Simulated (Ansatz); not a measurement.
Property card for Rb₂CuSbCl₆

Rb2CuSbCl6:
```
Rb2CuSbCl6
1.0
    0.00000     5.00799     5.00799
    5.00799     0.00000     5.00799
    5.00799     5.00799     0.00000
Rb Cu Sb Cl
2 1 1 6
Direct
  0.75000   0.75000   0.75000
  0.25000   0.25000   0.25000
  0.50000   0.50000   0.50000
  0.00000   0.00000   0.00000
  0.73848   0.26152   0.26152
  0.26152   0.73848   0.73848
  0.26152   0.73848   0.26152
  0.73848   0.26152   0.73848
  0.26152   0.26152   0.73848
  0.73848   0.73848   0.26152
```

Space group Fm-3m (No. 225); conventional cell a = b = c = 10.016 Å, α = β = γ = 90.00°.

Method: LDA (plane waves, PAW; program Ansatz). Geometry: relaxed at this level of theory. Other levels are named where they apply.

Cell and energy:

- Volume per atom: 25.12 Å³
- Density: 3.76 g/cm³
- Formation energy from the elements (no fitted shifts): -1.25 eV/atom

Electronic structure:

Band gap: 0.50 eV (indirect)
Valence-band maximum: at X
Conduction-band minimum: at L (4 equivalent valleys)
Smallest direct gap on the standard path: 1.75 eV
Electron effective mass: 0.32, 0.32, 0.47 mₑ (principal values)
Hole effective mass: 0.16, 0.69, 0.69 mₑ (principal values)

Mechanics:

- Bulk modulus (Birch–Murnaghan fit) = 43.1 GPa
- Pressure derivative B′ = 4.9
- Elastic constants (relaxed ions, GPa) = C11 = 65.9, C12 = 31.9, C44 = 12.3
- Mechanical stability = stable (all eigenvalues of C positive)
- Hill bulk and shear moduli = 43.2 and 14.0 GPa
- Young's modulus = 38.0 GPa
- Poisson's ratio = 0.35
- Debye temperature from the elastic constants = 221 K

Dielectric response:

- Electronic dielectric constant ε∞ (DFPT): 6.63
- Born charges (a third of the trace): Rb +1.29, Cu +1.62, Sb +5.08, Cl -1.55 e

Phonons:

Highest zone-centre frequency (without LO–TO term): 36.9 meV
Zone-centre stability: unstable, softest mode 36i cm⁻¹
Dynamical stability on the path: unstable, down to 37i cm⁻¹

The first step of the workflow began from a Materials Project structure, measured or hypothetical; the Crystallography Open Database copy checked does not list it. Whether it is the stable phase at ambient conditions was not checked. The LDA relaxation kept the symmetry of its start. No spin polarisation was allowed. The references are the lowest solids computed at this level, not always the standard phases (solids in place of the gases). Spin–orbit coupling is left out wherever it is not named.

Potentials: the later of the program's two PAW sets.
